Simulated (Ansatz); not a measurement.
# B, simple cubic: geometry optimisation

Level of theory: DFT, r2SCAN, plane waves (500 eV) with PAW, scalar-relativistic (Ansatz). (PAW data from PBE, frozen cores regenerated.)

k-point mesh 16×16×16, Fermi-Dirac smearing 0.1 eV, no spin polarisation. Cell and atoms relax.

Starting structure:

```
CELL_PARAMETERS angstrom
1.92005 0.00000 0.00000
0.00000 1.92005 0.00000
0.00000 0.00000 1.92005
ATOMIC_POSITIONS crystal
B 0.00000 0.00000 0.00000
```

Q: The pressure at the start is -11.8 GPa. By how much does the volume change?

A: From 7.08 to 6.69 Å³ per atom, -5.5 %. The final cell has a = 1.884 Å.

Q: How much energy does the relaxation gain?

A: 14.9 meV per atom.
